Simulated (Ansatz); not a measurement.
**Trial structures of Mo3W: starts and ends**

The calculation used DFT PBE, scalar-relativistic, plane waves, PAW (Ansatz). All cells share a 420 eV cutoff and Γ-centred k meshes spaced at most about 0.3 Å⁻¹ (about 0.25 or finer for metals, 2π included). No spin polarisation in the final relaxations.

Each guess was relaxed in cell and atoms at zero pressure, within the symmetry of its start. These are static total energies at zero pressure. Coordination counts all near atoms (those within 1.25 times the shortest distance at each site; a plus sign parts nearer from farther groups).

```
guess   made from  start group  V start (Å³/atom)             end group  V end (Å³/atom)  coordination at the end  gap on mesh (eV)  E over the lowest end (meV/atom)
    1  Pr3In type        Pm-3m               19.0  Pm-3m (Cu3Au (L1_2))             16.1              Mo 12, W 12                 0                               446
    2  Zr3Au type        Pm-3n               20.8           Pm-3n (A15)             16.1            Mo 2+12, W 12                 0                                89
    3   Y3Er type     P6_3/mmc               23.8                     ?                ?                        ?                 ?                                 ?
    4  CdIn3 type        Fm-3m               18.3   Fm-3m (BiF3 (D0_3))             15.9            Mo 8+6, W 8+6                 0                                 0
```

Guess 3 as it starts:

```cif
data_structure
_symmetry_space_group_name_H-M 'P6_3/mmc'
_symmetry_Int_Tables_number 194
_cell_length_a 6.5833
_cell_length_b 6.5833
_cell_length_c 5.0656
_cell_angle_alpha 90.000
_cell_angle_beta 90.000
_cell_angle_gamma 120.000
_cell_volume 190.13
loop_
_atom_site_label
_atom_site_type_symbol
_atom_site_symmetry_multiplicity
_atom_site_Wyckoff_symbol
_atom_site_fract_x
_atom_site_fract_y
_atom_site_fract_z
_atom_site_occupancy
Mo1 Mo 6 h 0.16770 0.33541 0.25000 1
W1 W 2 d 0.33333 0.66667 0.75000 1
```

Problem. Fill in the missing row: what does this guess relax into, and where does it rank?

Solution. It ends in the Ni3Sn (D0_19) type, space group P6_3/mmc (No. 194), with a = 5.522 Å, c = 4.913 Å, 16.2 Å³/atom and no gap. It lies 0.46 eV/atom over the lowest end, above guess 1 and so the highest of the set. Counting all near atoms, this end has Mo 12, W 12 and the lowest (guess 4) has Mo 8+6, W 8+6.

```xyz
8
Lattice="5.5217 0.0000 0.0000 -2.7608 4.7819 0.0000 0.0000 0.0000 4.9125" Properties=species:S:1:pos:R:3 pbc="T T T"
Mo    0.0000    1.5963    1.2281
Mo    1.3784    3.9837    1.2281
Mo   -1.3784    3.9837    1.2281
Mo    2.7608    3.1856    3.6844
Mo    1.3825    0.7982    3.6844
Mo    4.1392    0.7982    3.6844
W     0.0000    3.1879    3.6844
W     2.7608    1.5940    1.2281
```

Formation energies are uncorrected and refer to the elements' standard structures at the same level.

Problem. Is the lowest end bound against the elements?

Solution. Too close to call: its formation energy is 0.00 eV/atom. The formation energy is too near zero to say whether this cell lies below the elements.

For metals, differences of a few meV/atom aren't resolved. These runs have no spin–orbit coupling, which can matter for W. Cells relaxed within their symmetry can be saddle points. A lower structure may well exist outside this small set. Some candidate types were left out of the draw beforehand, so a known form may be missing.
